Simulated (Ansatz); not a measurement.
Input file for Ansatz (a first-principles code):

Ansatz 0.2 input:
```yaml
crystal:
  lattice:
    - [-2.4380244368, 3.9059787979, 1.6077607978]
    - [2.4380244368, -3.9059787979, 1.6077607978]
    - [2.4380244368, 3.9059787979, -1.6077607978]
  atoms:
    - { symbol: C, position: [0.4115554233, 0.0, 0.9115554233] }
    - { symbol: C, position: [0.5884445767, 0.5, 0.5884445767] }
    - { symbol: C, position: [0.5884445767, 0.0, 0.0884445767] }
    - { symbol: C, position: [0.4115554233, 0.5, 0.4115554233] }
    - { symbol: C, position: [0.4487945071, 0.875622504, 0.5731720032] }
    - { symbol: C, position: [0.8024505008, 0.875622504, 0.9268279968] }
    - { symbol: C, position: [0.5512054929, 0.124377496, 0.4268279968] }
    - { symbol: C, position: [0.1975494992, 0.124377496, 0.0731720032] }
kpoints:
  mp_grid: { grid: [15, 15, 15] }
hamiltonian:
  xc: pbesol
  pseudopotentials: { kind: paw }
scf:
  occupations: { method: fermi_dirac, width: 0.1 }
phonons:
  method: dfpt
  response_accuracy: low
  eigenvectors: true
  rigid_motions: translations
```

Output (shortened):

```
zone centre: on kpoints.mp_grid the ground state, and the responses unless they are solved on pairs of k-points, stand on 1688 of the mesh's 3375 k-points, …
Pseudopotentials: kind: paw
Pseudopotential: C, paw, valence charge 4
Functional definition: PBEsol
Crystal: 8 atoms, lattice volume = 61.242 Å³
Basis set: ecut = 420 eV, 1193 PW (Γ), exchange–correlation on 72×72×72 points (8 copies of the dense FFT grid, shifted against one another)
Bands: 24, of which v1, the nominal top of the filled ones, is band 16 counted from 1 (15 counted from 0)
Symmetry: 8 space group operations
k-points: 1688 of 3375 (irreducible under 1 space group operation, time reversal used)
PAW frozen core: C, regenerated for the run's functional, and the local potential with it
Initial wavefunctions: pseudopotential atomic-orbital guess
Eigensolver: davidson
Functional: x = pbesol(κ = 0.804, μ = 0.12345679012345678), c = pbesol(β = 0.046)
SCF iter   1: F=—  HF=-1970.569604 eV  |F-HF|=—  |Δ(HF+E_count)|=         —  Δρ=8.73e-3  dr2=3.71e-2  ethr=1.77e-3  ⟨swp⟩=6.2  Hψ=197310  notcnv=0  defer=1004
all-band conjugate gradients solve this SCF's bands
preconditioner: auto → Kerker (q_TF=auto, 2.449 Å⁻¹)
SCF iter   2: F=—  HF=-1970.563339 eV  |F-HF|=—  |Δ(HF+E_count)|=   6.26e-3  Δρ=4.96e-3  dr2=1.25e-2  ethr=1.16e-4  ⟨swp⟩=1.1  Hψ=54880  notcnv=0  defer=1595
SCF iter   3: F=—  HF=-1970.560562 eV  |F-HF|=—  |Δ(HF+E_count)|=   2.78e-3  Δρ=8.32e-4  dr2=4.60e-4  ethr=3.91e-5  ⟨swp⟩=2.5  Hψ=64401  notcnv=0  defer=1595
SCF iter   4: F=—  HF=-1970.560607 eV  |F-HF|=—  |Δ(HF+E_count)|=   4.53e-5  Δρ=3.24e-4  dr2=5.86e-5  ethr=1.44e-6  ⟨swp⟩=2.6  Hψ=64883  notcnv=0  defer=1595
SCF iter   5: F=—  HF=-1970.560634 eV  |F-HF|=—  |Δ(HF+E_count)|=   2.67e-5  Δρ=5.92e-5  dr2=1.98e-6  ethr=1.83e-7  ⟨swp⟩=2.7  Hψ=64260  notcnv=0  defer=1595
SCF iter   6: F=—  HF=-1970.560635 eV  |F-HF|=—  |Δ(HF+E_count)|=   1.83e-6  Δρ=1.34e-5  dr2=1.97e-7  ethr=6.18e-9  ⟨swp⟩=2.7  Hψ=62417  notcnv=0  defer=1600
SCF iter   7: F=—  HF=-1970.560635 eV  |F-HF|=—  |Δ(HF+E_count)|=   2.61e-8  Δρ=3.98e-6  dr2=1.47e-8  ethr=6.16e-10  ⟨swp⟩=2.7  Hψ=64460  notcnv=0  defer=1600
SCF iter   8: F=—  HF=-1970.560635 eV  |F-HF|=—  |Δ(HF+E_count)|=   3.35e-9  Δρ=8.50e-7  dr2=3.85e-10  ethr=4.58e-11  ⟨swp⟩=2.5  Hψ=61144  notcnv=0  defer=1600
SCF iter  10: F=-1970.560635 eV  HF=-1970.560635 eV  |F-HF|=9.09e-13  |Δ(HF+E_count)|=  8.87e-12  Δρ=2.80e-8  dr2=4.19e-13  ethr=1.00e-12  ⟨swp⟩=11.3  Hψ=195159  notcnv=0
SCF 1 converged in 10 iterations: F = -1970.560635 eV  dr2 = 4.19e-13
DFPT response loops at Γ: preconditioner auto → Kerker (q_TF=auto, 2.449 Å⁻¹) (partly filled bands, converged f_vac=0.000) …
SCF converged after 10 iterations
Free energy (F): -1970.560635 eV
Harris-Foulkes:  -1970.560635 eV  (|F-HF|=9.09e-13)
Internal energy: -1970.550473 eV  (E = F + TS)
E sigma→0 (E₀):  -1970.555554 eV
Entropy (-TS):   -0.010162 eV (-1.270 meV/atom)
Fermi energy:    8.516192 eV
--- Per-component energies (eV) ---
  E_band       = -11.007614
  E_kinetic    = 724.462193
  E_local      = -923.961039  (includes V_loc(G=0)·N_el)
  E_nonlocal   = 218.564460
  E_hartree    = 248.870072
  E_xc         = -380.465031
  E_vxc        = -472.999341  (∫ρ·V_xc dr)
  E_paw        = -763.208751  (= ΣΔE_a)
  E_vpaw       = -54.814087  (= ΣTr[D̂ρ^β])
  E_aug_tail   = 0.000061  (compensation charges beyond the density's cutoff)
  E_ewald      = -1094.981242
  E_core_change = 0.168804  (= ΣΔE_core)
  E_smearing   = -0.010162  (= −TS)
  E_closure    = 0.000000  (closes the sum)
  Σ components = -1970.560635   (vs F -1970.560635, Δ=0.00e0)
  [band-id]    e_kinetic+e_local+e_nonlocal+2·e_hartree+e_vxc+e_vpaw+e_augmentation_tail = -11.007609   (vs E_band -11.007614, Δ=4.85e-6)
--- Band table (eV; the first three rows and the last of 1688) ---
  k-point 0: bands = ["-11.1812", "-6.0068", "-5.6227", "-5.1735", "-4.6746", "-4.4217", "-4.1135", "1.6934", "1.8214", "2.7759", "3.8106", "4.0414", "5.9419", "6.0971", "7.0978", "7.4763", "9.0808", "10.3274", "13.3662", "14.6494", "15.9889", "16.5868", "17.2116", "17.5057"]
  k-point 1: bands = ["-11.1532", "-6.1975", "-5.8229", "-5.3141", "-4.4128", "-4.2433", "-3.9087", "1.6239", "1.8072", "2.7317", "3.8501", "3.9980", "5.7791", "6.1911", "7.0990", "7.4297", "9.0868", "10.3377", "13.2953", "14.6995", "16.0679", "16.6821", "17.2457", "17.4309"]
  k-point 2: bands = ["-11.0694", "-6.7255", "-6.0088", "-5.5689", "-4.0583", "-3.8770", "-3.3244", "1.4282", "1.7493", "2.6247", "3.8644", "3.9643", "5.4620", "6.3044", "7.1026", "7.2963", "9.1080", "10.3805", "13.1056", "14.8461", "16.2815", "16.9577", "17.1369", "17.3557"]
  k-point 1687: bands = ["-10.0055", "-7.6219", "-6.2504", "-5.2399", "-4.2095", "-2.7901", "-1.3078", "-0.0391", "0.6693", "1.8474", "2.1863", "2.9745", "3.9482", "4.6973", "6.2112", "7.1300", "9.6845", "11.3832", "13.2454", "15.5129", "16.1820", "17.7319", "17.8597", "19.3268"]
  band table: 24 of 24 bands, residual norms ≤ 1.0e-3 eV
--- Phonons (Γ-DFPT): 6 representative perturbations + reference, on 1688 of 3375 k-points (Σ response iterations 18) ---
  k mesh reduced under 1 symmetry operation, with k and −k counted as one. Each operation leaves every solved perturbation unchanged …
  ASR residual: 2.740e-5 → 0.000e0 eV/Å²; symmetrization residual: 1.088e-5 eV/Å²
  ASR residual per site (eV/Å²): 1.11e-5 1.11e-5 1.11e-5 1.11e-5 2.74e-5 2.74e-5 2.74e-5 2.74e-5
  Γ frequencies (cm⁻¹): 0.00 0.00 0.00 417.22 430.47 517.36 547.44 564.03 578.09 613.75 697.34 700.40 792.88 1154.90 1197.31 1208.77 1252.56 1253.11 1289.98 1363.29 1403.89 1428.29 1435.75 1464.43
  non-analytic LO–TO correction: not included (Born effective charges unavailable; polar crystals: no LO–TO splitting at Γ)
```

Cost: about 28 core-minutes (a rough figure) on shared cores.

Space group Imma. The start of the workflow was typed in or built on a structure type; neither database checked (COD, Materials Project) lists it. It is not the phase usual at ambient conditions (space group No. 194, 227). The PBEsol relaxation kept the symmetry of its start; its stability against distortions is not shown here. As this level gives no gap, phonon frequencies hold no LO–TO term and depend on the k-mesh and smearing (Fermi–Dirac, 0.1 eV here).

Potentials: the later of the program's two PAW sets.

Ansatz is a plane-wave DFT program.
